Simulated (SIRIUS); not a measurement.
SIRIUS run on Ta (Im-3m, 2 atoms in the cell; from Materials Project mp-50, changed as shown): self-consistent single point.

Computed with LDA (PW92), PseudoDojo 0.4 standard norm-conserving LDA (tails mended) pseudopotentials (plane waves; SIRIUS).

The change in words: lattice scaled by 0.98. Reference geometry (Im-3m):
```xyz
2
Lattice="3.3099 0.0000 0.0000 0.0000 3.3099 0.0000 0.0000 0.0000 3.3099" Properties=species:S:1:pos:R:3 pbc="T T T"
Ta     0.0000     0.0000     0.0000
Ta     1.6549     1.6549     1.6549
```

Reference input (self-consistent single point, DFT, LDA (PW92), plane waves, PseudoDojo 0.4 standard norm-conserving LDA (tails mended) pseudopotentials): parameters.ngridk = 14 14 14; parameters.xc_functionals = [XC_LDA_X, XC_LDA_C_PW]; parameters.gk_cutoff = 7.616 1/bohr; parameters.pw_cutoff = 15.232 1/bohr; parameters.smearing = fermi_dirac; parameters.smearing_width = 0.00183747 Ha; potentials = PseudoDojo 0.4 standard norm-conserving LDA (tails mended) pseudopotentials; parameters.electronic_structure_method = pseudopotential; parameters.num_bands = 17; parameters.num_mag_dims = 0; parameters.num_dft_iter = 100; parameters.energy_tol = 1e-07 Ha. This run's input differs from it in these lines:

```diff
@@ -32,5 +32,5 @@
     "lattice_vectors": [
-      [6.2547289109, 0.0, 0.0],
-      [0.0, 6.2547289109, 0.0],
-      [0.0, 0.0, 6.2547289109]
+      [6.1296347106, 0.0, 0.0],
+      [0.0, 6.1296347106, 0.0],
+      [0.0, 0.0, 6.1296347106]
     ],
@@ -44,3 +44,3 @@
         [0.0, 0.0, 0.0],
-        [1.65493, 1.65493, 1.65493]
+        [1.6218315, 1.6218315, 1.6218315]
       ]
```

Log, with long lists cut:

```
[find] density tolerance         : 1e-06
[find] total energy tolerance    : 1e-07
[find] iter_solver_tol (initial) : 0.01
[find] iter_solver_tol (target)  : 1e-13
[find] num_dft_iter              : 100
Charges and magnetic moments
--------------------------------------------------------------------------------
total charge          : 26.000000
[find] | SCF iteration   0 out of 100|
[diagonalize] iterative solver tolerance (occupied, empty): 0.01 0.01
[diagonalize] average number of iterations: 2.10833
[find] Charges and magnetic moments
[find] total charge          : 26.000000
[find] Energy
   [... lines left out ...]

[find] Charges and magnetic moments
[find] total charge          : 26.000000
[find] Energy
[find] smearing (-TS)                 :      -0.00077279
[find] Total energy                   :    -130.32761439 (Ha),    -260.65522878 (Ry)
[find] Free energy (E-TS)             :    -130.32838718 (Ha),    -260.65677436 (Ry)
[find] band gap (eV)                  :       0.00000000
[find] Efermi                         :       0.70655525
[find] iteration : 7, RMS (target) : 2.5645e-07 (1.0000e-06) , energy difference (target) : 1.1386e-08 (1.0000e-07)
[find] bands are converged : false
[find] iterative solver converged : true
[find] converged after 8 SCF iterations!
[find] Charges and magnetic moments
[find] total charge          : 26.000000
[find] Energy
[find] smearing (-TS)                 :      -0.00077279
[find] Total energy                   :    -130.32761439 (Ha),    -260.65522878 (Ry)
[find] Free energy (E-TS)             :    -130.32838718 (Ha),    -260.65677436 (Ry)
[find] band gap (eV)                  :       0.00000000
[find] Efermi                         :       0.70655525
[ground_state] === stress tensor components [kbar] ===
[ground_state] === stress_total ===
[ground_state]    -4.376854   -0.000000   -0.000000
[ground_state]    -0.000000   -4.376854    0.000000
[ground_state]    -0.000000    0.000000   -4.376854
[ground_state] ==== total Forces in Ha/bohr =====
[ground_state] atom:    0, force:       0.0000000      0.0000000      0.0000000
[ground_state] atom:    1, force:       0.0000000      0.0000000      0.0000000
```

The run converged in 8 iterations. SIRIUS prints the stress tensor with tension positive. Against the reference run the free energy drops by 38.2 meV/atom and the pressure goes from -11.39 to 0.44 GPa.

The structure comes from a collection of computed structures, made at another level of theory; the collection holds predicted forms beside known ones.

Cost on one core: around 30 core-seconds (rough).

The gap that the log prints is read on the run's mesh, which can miss the band edges or a crossing.

“Tails mended”: in these copies of the files the far tail of each local potential was reset to the Coulomb form.
